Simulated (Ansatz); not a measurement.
Relaxation of a relaxed Mo cell displaced along its unstable phonon at q = (½, 0, 0) of its primitive reciprocal cell (173i cm⁻¹), largest move 0.15 Å; 2 atoms in the cell, which starts as P2/c (No. 13), mP2; a = 2.8229 Å, b = 2.4911 Å, c = 5.2442 Å, α = γ = 90.00°, β = 117.67°. Calculation: PBEsol (plane waves to 420 eV, PAW, scalar-relativistic; Ansatz, a quantum-chemistry and plane-wave program). Γ-centred k-mesh 7×14×13 on the run's cell (coarser than for final values), Fermi–Dirac smearing 0.05 eV. This is the first round of the run. 

The optimiser's lines from the output (shortened; P is positive under compression):

```
relax step   1: F+E_penalty+E_count = -9793.40493071 eV  Δ(F+E_penalty+E_count) = +0.000e0 eV  max|allowed force component| = 1.299e0 eV/Å  Δτ_max = 0.0000 Å  P = -1.085 GPa  Ω = 32.659 Å³  (7 SCF iters, dr2 threshold 1.00e-7 eV, accepted)
relax step   2: F+E_penalty+E_count = -9793.96144619 eV  Δ(F+E_penalty+E_count) = -5.565e-1 eV  max|allowed force component| = 1.038e0 eV/Å  Δτ_max = 0.1950 Å  P = -1.206 GPa  Ω = 32.091 Å³  (6 SCF iters, dr2 threshold 2.00e-7 eV, accepted)
relax step   3: F+E_penalty+E_count = -9794.24858880 eV  Δ(F+E_penalty+E_count) = -2.871e-1 eV  max|allowed force component| = 1.728e-1 eV/Å  Δτ_max = 0.1950 Å  P = +1.726 GPa  Ω = 31.217 Å³  (6 SCF iters, dr2 threshold 2.00e-7 eV, accepted)
relax step   4: F+E_penalty+E_count = -9794.30184251 eV  Δ(F+E_penalty+E_count) = -5.325e-2 eV  max|allowed force component| = 2.675e-2 eV/Å  Δτ_max = 0.0713 Å  P = -3.502 GPa  Ω = 31.703 Å³  (6 SCF iters, dr2 threshold 2.00e-7 eV, accepted)
relax step   5: F+E_penalty+E_count = -9794.29984556 eV  Δ(F+E_penalty+E_count) = +1.997e-3 eV  max|allowed force component| = 1.941e-1 eV/Å  Δτ_max = 0.0622 Å  P = +6.450 GPa  Ω = 30.597 Å³  (6 SCF iters, dr2 threshold 2.00e-7 eV, rejected (line search))
relax step   6: F+E_penalty+E_count = -9794.32597317 eV  Δ(F+E_penalty+E_count) = -2.413e-2 eV  max|allowed force component| = 2.428e-3 eV/Å  Δτ_max = 0.0106 Å  P = -0.885 GPa  Ω = 31.394 Å³  (8 SCF iters, accepted)
relax step   7: F+E_penalty+E_count = -9794.32517637 eV  Δ(F+E_penalty+E_count) = +7.968e-4 eV  max|allowed force component| = 7.428e-3 eV/Å  Δτ_max = 0.0033 Å  P = -0.124 GPa  Ω = 31.353 Å³  (6 SCF iters, dr2 threshold 2.00e-7 eV, rejected (line search))
relax step   8: F+E_penalty+E_count = -9794.32840887 eV  Δ(F+E_penalty+E_count) = -2.436e-3 eV  max|allowed force component| = 4.252e-4 eV/Å  Δτ_max = 0.0007 Å  P = -0.180 GPa  Ω = 31.323 Å³  (7 SCF iters, accepted)
relax step   9: F+E_penalty+E_count = -9794.32842961 eV  Δ(F+E_penalty+E_count) = -2.074e-5 eV  max|allowed force component| = 1.312e-4 eV/Å  Δτ_max = 0.0001 Å  P = -0.044 GPa  Ω = 31.307 Å³  (6 SCF iters, dr2 threshold 1.98e-7 eV, accepted)
relax step  10: F+E_penalty+E_count = -9794.32843121 eV  Δ(F+E_penalty+E_count) = -1.599e-6 eV  max|allowed force component| = 7.880e-6 eV/Å  Δτ_max = 0.0000 Å  P = -0.001 GPa  Ω = 31.301 Å³  (7 SCF iters, dr2 threshold 6.55e-9 eV, accepted)
relax step  11: F+E_penalty+E_count = -9794.32830187 eV  Δ(F+E_penalty+E_count) = +1.293e-4 eV  max|allowed force component| = 7.847e-6 eV/Å  Δτ_max = 0.0000 Å  P = -0.003 GPa  Ω = 31.301 Å³  stress off target by 7.66e-3 GPa  SCF on the basis re-selected at this cell (its energy is not comparable with the rows above)  (6 SCF iters)
```

From the first to the last row the energy changes by -0.46 eV/atom and the volume by -4.2 %. The last row is marked as not comparable with the walk above it, whose basis was carried along; it does compare with step 1, since both stand on a basis selected at the nominal cutoff for their own cell.

Steps 5, 7 were rejected by the optimiser.

Later rounds, restarted from the end of this one on a renewed k-mesh, logged 12 more steps and released under 0.01 eV/atom more. The final structure after all rounds: I4/mmm (No. 139), tI2; a = 2.611 Å, b = 2.611 Å, c = 4.591 Å, α = 90.00°, β = 90.00°, γ = 90.00°. Between re-selections the logged energies stand on a plane-wave basis carried along with the cell. No spin polarisation in the result.

The run could not lose the symmetry of its start: the end is stationary, and may be a saddle point rather than a minimum.

The relaxed structure here is a generated cell of Mo: the first start was made by placing the elements on the sites of a structure type, and the end was not matched to a known phase here, so it may be hypothetical. Known forms of Mo include space group No. 229.
